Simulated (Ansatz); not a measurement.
SiMo in space group P6/mmm (No. 191; Mo on 3f, Si on 1a, Si on 2d), the program Ansatz at the PBE level (PAW), all energies at zero smearing, with the estimated change up to a 700 eV cutoff added, with one set of potentials and settings (totals compare only within such a set). Cell of 6 atoms (3 Mo, 3 Si): -16775.505 eV.

```json
[
 {"element": "Mo", "reference phase": "Im-3m, 1 atoms in the cell", "E (eV/atom)": "-4956.0212"},
 {"element": "Si", "reference phase": "Fd-3m, 2 atoms in the cell", "E (eV/atom)": "-635.8096"}
]
```

Formation energy per atom, worked out: (-16775.505 − 3×(-4956.0212) − 3×(-635.8096))/6 = -0.002 eV/atom (0 kJ per mol of atoms), at 0 K, without zero-point energy or fitted corrections.

A made-up cell: these elements were put on the sites of a structure type; neither database checked (COD, Materials Project) lists it. Whether it is the stable phase at ambient conditions was not checked. Symmetry was held in the PBE relaxation; its stability against distortions is not shown here. The run is not spin-polarised. The references are the lowest solids computed at this level, not always the standard phases.

Potentials: the later of the program's two PAW sets.
